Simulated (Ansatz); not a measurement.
## Is this TaTeS structure stable?

The cell was found from a structure generator's guess, not taken from experiment.

Theory: DFT PBE, scalar-relativistic, plane waves, PAW (Ansatz 0.2.0). Settings of the last relaxation (3-atom cell): 420 eV, 18×18×1 k points, Gaussian smearing of 0.10 eV, collinear spin.

Only a and b repeat, and vacuum parts the sheet from its images along c.

```xyz
3
Lattice="3.5424 0.0000 0.0000 -1.7712 3.0678 0.0000 0.0000 0.0000 30.6641" Properties=species:S:1:pos:R:3 pbc="T T F"
Ta    0.0000    0.0000    8.7554
Te    1.7712    1.0226   10.6898
S     0.0000    2.0452    7.3568
```

Energies over the elements count from the elements' standard structures at the same level, with no fitted energy shifts.

Task: These tests were run: energy against the elements; phonons at Γ. What do they show?

Result:

| test | result |
| --- | --- |
| energy against the elements | −0.64 eV/atom |
| phonons at Γ | lowest optical mode 109 cm⁻¹ |

It fails none of these tests. Other phases of the system weren't compared here, so this isn't yet thermodynamic stability. Phonons away from Γ weren't computed.

Spin–orbit coupling, which can matter for Ta and Te, is left out. The reference forms of S and Te are held partly by dispersion forces, which this level lacks. The run for the phonons used an 18×18×1 k mesh and Fermi–Dirac smearing of 0.15 eV.
